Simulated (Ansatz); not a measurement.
Relaxed-ion elastic tensor of CoSi₂ (fluorite or antifluorite type, space group No. 225) in GPa (Voigt order), plane-wave PAW PBEsol (Ansatz code); density 5.10 g/cm³, 12.50 Å³ per atom.

```
 262   161   161   0.0   0.0   0.0
 161   262   161   0.0   0.0   0.0
 161   161   262   0.0   0.0   0.0
 0.0   0.0   0.0  95.3   0.0   0.0
 0.0   0.0   0.0   0.0  95.3   0.0
 0.0   0.0   0.0   0.0   0.0  95.3
```

### Question
Is the crystal mechanically stable?

### Answer
Yes: the smallest eigenvalue of C is 95.3 GPa.

### Question
Work out the Voigt, Reuss and Hill averages.

### Answer
K_V = 195, K_R = 195, K_H = 195; G_V = 77.5, G_R = 70.5, G_H = 74.0 GPa.

### Question
Give Young's modulus, Poisson's ratio, Pugh's ratio and the universal anisotropy index.

### Answer
E = 9KG/(3K + G) = 197 GPa; ν = 0.33; K/G = 2.63 (ductile by the Pugh limit of 1.75); A_U = 5G_V/G_R + K_V/K_R − 6 = 0.50.

### Question
Estimate the sound speeds and the Debye temperature.

### Answer
v_l = √((K + 4G/3)/ρ) = 7580 m/s, v_t = √(G/ρ) = 3810 m/s, mean 4270 m/s; Θ = (h/k)(3n/4πV)^(1/3) v_m = 548 K.

### Question
Give the Zener ratio and Young's modulus along [100], [110] and [111].

### Answer
A = 2C44/(C11 − C12) = 1.88; 1/E = S11 − 2(S11 − S12 − S44/2)Γ with Γ = 0, 1/4, 1/3 gives 140, 207, 246 GPa.

Space group Fm-3m (fluorite or antifluorite type). The PBEsol relaxation kept the symmetry of its start. The run is not spin-polarised. As this level gives no gap, shear constants depend on the k-mesh and smearing (Fermi–Dirac, 0.1 eV here).

Potentials: the earlier of the program's two PAW sets. The files were generated under PBE; for other functionals the program regenerates the frozen cores, and for LDA and PBEsol the local potential too.
